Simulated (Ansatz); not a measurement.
C:
```
CELL_PARAMETERS angstrom
      2.45562     0.00000     0.00000
     -1.22781     2.12663     0.00000
      0.00000     0.00000     7.07924
ATOMIC_POSITIONS crystal
  C  0.00000 0.00000 0.25000
  C  0.00000 0.00000 0.75000
  C  0.33333 0.66667 0.25000
  C  0.66667 0.33333 0.75000
```

Relaxed with r²SCAN. Special points in fractions of this cell's reciprocal vectors: Γ (0.000, 0.000, 0.000); M (0.500, 0.000, 0.000); K (0.333, 0.333, 0.000); A (0.000, 0.000, 0.500); L (0.500, 0.000, 0.500); H (0.333, 0.333, 0.500).

List the band energies nearest the Fermi level at these points for r²SCAN (plane waves, PAW; program Ansatz).

In eV from the Fermi level; about four levels below and three above (degenerate sets whole), none deeper than 8.9 eV; … stands for higher levels left out; points with the same levels are listed once.

```json
[
 {"k": "Γ", "below": "-3.28 -3.28 -3.27 -3.27", "above": "3.92 8.72 8.72"},
 {"k": "M", "below": "-6.90 -6.87 -2.87 -2.34", "above": "1.56 2.16 7.59"},
 {"k": "K", "below": "-0.52 -0.05 -0.05", "above": "0.51 11.34 11.34"},
 {"k": "A", "below": "-3.27 -3.27 -3.27 -3.27", "above": "6.28 6.28 …"},
 {"k": "L", "below": "-6.89 -6.89 -2.57 -2.57", "above": "1.73 1.73 7.73 7.73"},
 {"k": "H", "below": "-0.04 -0.04 -0.03 -0.03", "above": "10.55 10.55 …"}
]
```

Space group P6_3/mmc (graphite). The cell was relaxed with r²SCAN under the symmetry of its start. A crystal of weakly bound layers computed without a dispersion correction: the cell and the soft elastic constants depend strongly on that. The Fermi level of a semimetal is unsure by some 0.05 eV on such meshes.

Potentials: the earlier of the program's two PAW sets.
